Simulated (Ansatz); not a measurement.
A: Pd (fcc, Cu type), a = b = c = 3.876 Å, α = β = γ = 90.00°
B: Ag (fcc, Cu type), a = b = c = 4.0544 Å, α = β = γ = 90.00°
C: LaHg (CsCl type), a = b = c = 3.837 Å, α = β = γ = 90.00°
D: Cu (fcc, Cu type), a = b = c = 3.5638 Å, α = β = γ = 90.00°
E: CsSnI3 (cubic perovskite), a = 6.130 Å, b = 6.130 Å, c = 6.130 Å, α = 90.00°, β = 90.00°, γ = 90.00°

Scan: energy against volume (even scaling of the relaxed cell, symmetry kept). One method and one kind of scan serve all of them; meshes and ranges differ. All were relaxed with their symmetry unable to fall. Cu is run without spin polarisation. LaHg is run without spin polarisation. Pd is run without spin polarisation. Spin-orbit coupling is left out. This is a high-temperature form of CsSnI3.

Question: Put the candidates in order of bulk modulus (fitted), highest first, for PBEsol (plane waves to 420 eV, PAW, scalar-relativistic; Ansatz, a program for electronic structure).

Answer: A (204 GPa), D (168 GPa), B (119 GPa), C (57.6 GPa), E (18.1 GPa)

(A scan under strain: stresses follow from slopes of the energy per volume, elastic moduli from its curvatures.)
